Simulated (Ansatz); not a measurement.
Mn:
```
Mn
1.0
    0.00000     2.44134     2.44134
    2.44134     0.00000     2.44134
    2.44134     2.44134     0.00000
Mn
2
Direct
  0.00000   0.00000   0.00000
  0.25000   0.25000   0.25000
```

Relaxed with PBEsol. Special points in fractions of this cell's reciprocal vectors: Γ (0.000, 0.000, 0.000); X (0.500, 0.000, 0.500); U (0.625, 0.250, 0.625); K (0.375, 0.375, 0.750); L (0.500, 0.500, 0.500); W (0.500, 0.250, 0.750).

Problem. List the band energies nearest the Fermi level at these points for the program Ansatz at the PBEsol level (PAW).

Solution. In eV from the Fermi level; about four levels below and three above (degenerate sets whole), none deeper than 8.9 eV; points with the same levels are listed once.

| k | below | above |
|---|---|---|
| Γ | -2.25 -2.25 -1.76 -1.76 -1.76 | 0.47 0.47 0.47 |
| X | -1.72 -1.72 -0.57 -0.57 | 0.06 0.06 2.35 2.35 |
| U | -0.82 -0.31 -0.28 -0.01 | 2.48 2.58 2.87 |
| L | -2.11 -2.11 -1.81 -1.81 -0.45 | 1.14 1.14 2.11 2.11 |
| W | -0.69 -0.69 -0.27 -0.27 | 2.64 2.64 4.17 4.17 |

Space group Fd-3m (diamond). The start of the workflow was typed in or built on a structure type; neither database checked (COD, Materials Project) lists it. It is not the phase usual at ambient conditions (space group No. 217). The cell was relaxed with PBEsol under the symmetry of its start. At this level the phase is mechanically unstable. The workflow began spin-polarised and lost its moments. The volume moved by -30 % from the start of the relaxation.

Potentials: the later of the program's two PAW sets.
